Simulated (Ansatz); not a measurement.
Below is a relaxed structure of Y3NbN4. The cell was found from a structure generator's guess, not taken from experiment.

Theory: DFT PBE, scalar-relativistic, plane waves, PAW (Ansatz 0.2.0). Cutoff 420 eV, Γ-centred mesh, Gaussian smearing, no spin polarisation.

```xyz
8
Lattice="6.9845 0.0000 0.0000 -3.4923 6.0488 0.0000 0.0000 0.0000 5.1236" Properties=species:S:1:pos:R:3 pbc="T T T"
Y     3.4923    0.0000    3.3666
Y    -1.7461    3.0244    3.3666
Y     1.7461    3.0244    3.3666
Nb    0.0000    0.0000    2.8631
N     0.0000    4.0325    4.1413
N     3.4923    2.0163    4.1413
N     0.0000    0.0000    0.9041
N     0.0000    0.0000    4.8179
```

Formation energies are uncorrected and refer to the elements' standard structures at the same level (N₂ as a molecule).

Question: What space group does it have?

Answer: P6mm (No. 183). Conventional cell: a = 6.985 Å, c = 5.124 Å. Y is surrounded by 2 N at 2.16 Å, 4 Y at 3.49 Å and 2 Nb at 3.53 Å; around Nb lie 2 N at 1.95–1.96 Å, 2 N at 3.16–3.17 Å and 6 Y at 3.53 Å; around N on a site of symmetry 3m lie 3 Y at 2.16 Å; N on a site of symmetry 6mm has 1 N at 1.21 Å and 1 Nb at 1.96 Å; 1 more site not described.

Question: What is its formation energy per atom?

Answer: −0.09 eV/atom. A negative formation energy is needed for stability but isn't enough: competing phases decide.

Question: Is it a metal?

Answer: Yes, bands cross the Fermi level on the 6×6×8 mesh.

The last run used a 6×6×8 mesh (in the run's order of axes) for its 8-atom cell and Gaussian smearing of 0.10 eV. The cell is a metal run without spin, though a test with spin on the coarse mesh kept 1.1 μB a cell, so a magnetic state probably lies lower. A structure relaxed within its symmetry needn't be a true minimum.
